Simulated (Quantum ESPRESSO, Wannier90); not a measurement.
# Wannierisation of SnS (Cmcm)

```yaml
crystal:
  lattice:
    - [0.00000, 0.00000, 4.09032]
    - [-4.09044, 0.00000, 0.00000]
    - [2.04522, -5.89812, 0.00000]
  atoms:
    - { symbol: Sn, position: [0.25000, 0.87178, 0.74356] }
    - { symbol: Sn, position: [0.75000, 0.12822, 0.25644] }
    - { symbol: S, position: [0.25000, 0.65387, 0.30774] }
    - { symbol: S, position: [0.75000, 0.34613, 0.69226] }
```

Structure: Materials Project mp-559676, symmetrised, not relaxed again. COD (Crystallography Open Database) has the formula in 3 space groups, this one among them (matched by group alone). Level: PBEsol, spinors with spin-orbit coupling; pw.x of Quantum ESPRESSO at 58 Ry with PseudoDojo potentials, 6×6×6 k-points, Wannier90. Density: 8×8×8 mesh, Gaussian smearing 0.01 Ry. With spin-orbit coupling a semilocal functional can close or falsely invert a small gap; the band order was not checked against a better method. The gap is small at this level and was sampled on the meshes and a path alone.

The plane-wave run has 72 bands and 40 electrons a cell. On the energy scale of pw.x, whose zero is arbitrary, the valence-band maximum lies at 8.18 eV.

Isolated groups of bands, relative to the valence-band maximum (bands from 41 on overlap up to the last one computed):

| bands | from (eV) | to (eV) | filling | weight on atomic waves |
|---|---|---|---|---|
| 1–8 | -21.89 | -21.86 | filled | Sn 4d 100 % |
| 9–20 | -20.86 | -20.80 | filled | Sn 4d 100 % |
| 21–24 | -13.87 | -12.07 | filled | S 3s 77 %, Sn 5p 15 %, Sn 5s 6 % |
| 25–40 | -8.21 | 0.00 | filled | S 3p 57 %, Sn 5s 21 %, Sn 5p 18 % |

Input w.win, without the blocks of cell, atoms and k-points (216 lines):

```
num_bands = 51
num_wann = 32
exclude_bands = 1-20
spinors = true
num_iter = 400
conv_tol = 1.0e-6
conv_window = 4
dis_num_iter = 600
dis_conv_tol = 1.0e-6
dis_froz_max = 9.95
write_hr = true
write_u_matrices = true
begin projections
Sn: s;p
S: s;p
end projections
mp_grid = 6 6 6
```

Q: This input has a fault. Which, and what does the program do?

A: wannier90.x stops with:
```
w90_wannier90_readwrite_read: mismatch in w.eig
```
num_bands differs from the number of bands in the files, which is the number computed minus those excluded. Mended as below, all else unchanged, the run goes through (Ω_I = 42.3 Å²) and follows the plane-wave bands to 2.9 meV rms (states up to 1.3 eV relative to the valence-band maximum).
```
num_bands = 52
```
